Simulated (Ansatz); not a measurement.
HfO2 (fluorite)

```yaml
crystal:
  lattice:
    - [0.00000, 5.09813, 5.09813]
    - [2.54906, 0.00000, 2.54906]
    - [2.54906, 2.54906, 0.00000]
  atoms:
    - { symbol: Hf, position: [0.00000, 0.00000, 0.00000] }
    - { symbol: Hf, position: [0.50000, 0.00000, 0.00000] }
    - { symbol: O, position: [0.12500, 0.25000, 0.25000] }
    - { symbol: O, position: [0.62500, 0.25000, 0.25000] }
    - { symbol: O, position: [0.37500, 0.75000, 0.75000] }
    - { symbol: O, position: [0.87500, 0.75000, 0.75000] }
```

A phonon eigenvector at L = (0.5, 0.0, 0.0) is frozen into this cell: atom i moves by Q times the vector below, so Q is the largest atomic displacement, in Å. The cell is held. (q is in reciprocal vectors of the primitive cell; the cell shown is doubled to hold the pattern.)

| atom | x | y | z |
|---|---|---|---|
| Hf1 | -0.577 | 0.577 | 0.577 |
| Hf2 | 0.577 | -0.577 | -0.577 |
| O3 | -0.353 | 0.353 | 0.353 |
| O4 | 0.353 | -0.353 | -0.353 |
| O5 | 0.353 | -0.353 | -0.353 |
| O6 | -0.353 | 0.353 | 0.353 |

Level of theory: PBE (plane waves to 420 eV, PAW, scalar-relativistic; Ansatz, a program for electronic structure). k mesh 11×11×11 (Γ-centred), Fermi-Dirac smearing 0.05 eV. The energy includes the smearing's −TS. HfO2 is run without spin polarisation. HfO2 was relaxed with its symmetry unable to fall. Spin-orbit coupling is left out, though Hf is heavy. The PAW data are Ansatz's earlier set. This is a high-temperature form of HfO2. The zero of ΔE is the undisplaced structure.

| Q (Å) | ΔE (meV/cell) |
|---|---|
| -0.1000 | 253.4 |
| -0.0833 | 172.2 |
| -0.0667 | 108.2 |
| -0.0500 | 60.0 |
| -0.0333 | withheld |
| -0.0167 | 6.6 |
| 0.0000 | 0.0 |
| 0.0167 | 6.6 |
| 0.0333 | withheld |
| 0.0500 | 60.0 |
| 0.0667 | 108.2 |
| 0.0833 | 172.2 |
| 0.1000 | 253.4 |

Task: Fit an even polynomial form (powers 2, 4) to the given rows and predict ΔE at Q = 0.0333.

Result: Least squares on the 11 given rows: ΔE = (23550)·Q² + (179300)·Q⁴, in meV/cell with Q in Å; root-mean-square residual 0.09 meV/cell. At 0.0333 the fit gives 26.3 meV/cell; the calculation gives 26.4 meV/cell, so the interpolation is off by -0.1 (-0.4 %). The quadratic term alone would give 26.1 meV/cell.

(A displaced cell: forces are minus the slopes of the energy, force constants its curvatures, and phonons follow from these.)
